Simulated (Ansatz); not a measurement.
## Two states of Gd3Cu2

```xyz
10
Lattice="0.0000 3.7732 0.0000 6.8058 -1.8866 0.0000 2.7638 0.0000 -9.3663" Properties=species:S:1:pos:R:3 pbc="T T T"
Gd    7.7675    0.0000   -9.3495
Gd    1.8021    1.8866   -0.0168
Gd    5.8693    0.0000   -3.4698
Gd    3.7002    1.8866   -5.8964
Gd    7.3436    1.8866   -6.3016
Gd    2.2260    0.0000   -3.0646
Cu    2.8553    0.0000   -8.0250
Cu    6.7143    1.8866   -1.3412
Cu    5.4350    0.0000   -7.2420
Cu    4.1345    1.8866   -2.1243
```

The numbers come from plane-wave PAW DFT (Ansatz): PBE, 420 eV, 5×5×2 Γ-centred k points, fermi-dirac occupations (width 0.1 eV). Nothing was relaxed.

State A: Gd1 down, Gd2 up, Gd3 up, Gd4 down, Gd5 up, Gd6 down (collinear spin). State B: Gd1 up, Gd2 up, Gd3 up, Gd4 up, Gd5 up, Gd6 up (collinear spin).

Task: Compare the two self-consistent states.

Result: State B is lower by 0.3 meV an atom at zero smearing; in free energy at this smearing B lies -1.4 meV an atom from A. So small a gap isn't resolved on this mesh where a state is a metal.

| state | free energy (meV/atom) | largest moment in a small sphere (μB) | net moment (μB/cell) | gap on mesh (eV) | pressure (GPa) | largest force (eV/Å) |
| --- | --- | --- | --- | --- | --- | --- |
| A | 1.4 | 7.03 | 0.00 | metal | 2.2 | 0.44 |
| B | 0.0 | 7.07 | 44.85 | metal | 2.3 | 0.40 |

Origin: a known structure type with other elements, at an estimated volume, so it need not be a known compound. Caveats: the k mesh is coarse if the cell is a metal; f shells without a U or exact exchange are poorly placed.
